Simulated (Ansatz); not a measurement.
Ge2Pd in space group Fddd (No. 70; Ge on 16f, Pd on 8a) at seven volumes, PBE (plane waves, PAW; program Ansatz), shape and atoms relaxed at each. One row is withheld.

```csv
V (Å³/atom),P (GPa)
15.664,11.38
16.180,6.92
16.697,?
17.213,0.00
17.730,-2.66
18.246,-4.87
18.762,-6.69
```

### Question
Fit the shown pressures and predict the withheld one.

### Answer
P = (3/2)B₀(x^(7/2) − x^(5/2))[1 + (3/4)(B′ − 4)(x − 1)] with x = (V₀/V)^(2/3). Least squares on the six rows gives V₀ = 17.212 Å³/atom, B₀ = 96.0 GPa, B′ = 4.89. At V = 16.697, x = 1.0205 and P = 3.14 GPa. The run itself gave 3.18 GPa.

The cell is a constructed one: a structure type filled with these elements; neither database checked (COD, Materials Project) lists it. Whether it is the stable phase at ambient conditions was not checked. The PBE relaxation kept the symmetry of its start; its stability against distortions is not shown here. The run is not spin-polarised.

Potentials: the later of the program's two PAW sets.
